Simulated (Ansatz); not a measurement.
BaZrO3:
Space group Pm-3m (No. 221); a = b = c = 4.205 Å, α = β = γ = 90.00°

| atom | site | symmetry | x | y | z |
|---|---|---|---|---|---|
| O | 3c | 4/mm.m | 0.0000 | 0.5000 | 0.5000 |
| Ba | 1a | m-3m | 0.0000 | 0.0000 | 0.0000 |
| Zr | 1b | m-3m | 0.5000 | 0.5000 | 0.5000 |

Relaxed with r²SCAN.

Problem. Which orbitals make up the states near the band edges in DFT-r²SCAN in the program Ansatz with PAW potentials?

Solution. Top 1 eV of the valence band: O 2p 94 %. Bottom 1 eV of the conduction band: Zr 4d 87 %, O 2p 6 %, outside the projected shells 7 %. Projections are on Löwdin-orthogonalised atomic valence shells; empty p or d shells of many metals are not among them.

Problem. Tabulate the density of states.

Solution. States/eV per cell of 5 atoms, in 0.25 eV bins, energy from the valence-band maximum.

```tsv
E (eV)	total	O 2p	Zr 4d	Ba 6s
-7.85	0.00	0.00	0.00	0.00
-7.60	0.00	0.00	0.00	0.00
-7.35	0.00	0.00	0.00	0.00
-7.10	0.00	0.00	0.00	0.00
-6.85	0.00	0.00	0.00	0.00
-6.60	0.00	0.00	0.00	0.00
-6.35	0.00	0.00	0.00	0.00
-6.10	0.00	0.00	0.00	0.00
-5.85	0.00	0.00	0.00	0.00
-5.60	0.00	0.00	0.00	0.00
-5.35	0.00	0.00	0.00	0.00
-5.10	0.00	0.00	0.00	0.00
-4.85	0.00	0.00	0.00	0.00
-4.60	0.00	0.00	0.00	0.00
-4.35	0.00	0.00	0.00	0.00
-4.10	0.00	0.00	0.00	0.00
-3.85	0.45	0.30	0.14	0.00
-3.60	4.56	3.18	1.11	0.01
-3.35	3.07	2.21	0.58	0.05
-3.10	3.61	2.60	0.70	0.08
-2.85	3.71	2.75	0.65	0.06
-2.60	3.21	2.42	0.50	0.05
-2.35	7.05	5.28	1.25	0.04
-2.10	7.55	6.07	1.02	0.02
-1.85	5.67	4.81	0.50	0.01
-1.60	3.31	2.88	0.21	0.01
-1.35	3.68	3.30	0.09	0.06
-1.10	4.56	4.18	0.09	0.05
-0.85	7.31	6.82	0.13	0.02
-0.60	8.28	7.78	0.14	0.03
-0.35	3.97	3.82	0.02	0.01
-0.10	2.02	1.98	0.00	0.00
0.15	0.00	0.00	0.00	0.00
0.40	0.00	0.00	0.00	0.00
0.65	0.00	0.00	0.00	0.00
0.90	0.00	0.00	0.00	0.00
1.15	0.00	0.00	0.00	0.00
1.40	0.00	0.00	0.00	0.00
1.65	0.00	0.00	0.00	0.00
1.90	0.00	0.00	0.00	0.00
2.15	0.00	0.00	0.00	0.00
2.40	0.00	0.00	0.00	0.00
2.65	0.00	0.00	0.00	0.00
2.90	0.00	0.00	0.00	0.00
3.15	0.00	0.00	0.00	0.00
3.40	0.00	0.00	0.00	0.00
3.65	0.01	0.00	0.00	0.00
3.90	0.30	0.01	0.27	0.00
4.15	0.89	0.03	0.81	0.00
4.40	1.07	0.06	0.93	0.00
4.65	1.32	0.11	1.10	0.00
4.90	1.41	0.15	1.13	0.00
5.15	1.57	0.20	1.20	0.01
5.40	2.10	0.28	1.48	0.01
5.65	2.52	0.36	1.64	0.02
5.90	3.49	0.54	2.19	0.04
6.15	5.02	0.84	3.07	0.10
6.40	3.25	0.46	1.53	0.11
6.65	2.44	0.26	0.79	0.08
6.90	2.04	0.17	0.47	0.09
7.15	1.93	0.15	0.29	0.13
7.40	3.17	0.26	0.56	0.22
7.65	4.02	0.29	0.68	0.33
7.90	4.60	0.31	0.78	0.49
8.15	5.18	0.31	1.27	0.26
8.40	3.26	0.14	0.67	0.15
```

Symmetry was held in the r²SCAN relaxation; phonons on a q-mesh show weakly imaginary modes. The run is not spin-polarised. Scalar-relativistic: spin–orbit coupling is off unless named, which matters more the heavier the elements.

Potentials: the later of the program's two PAW sets.
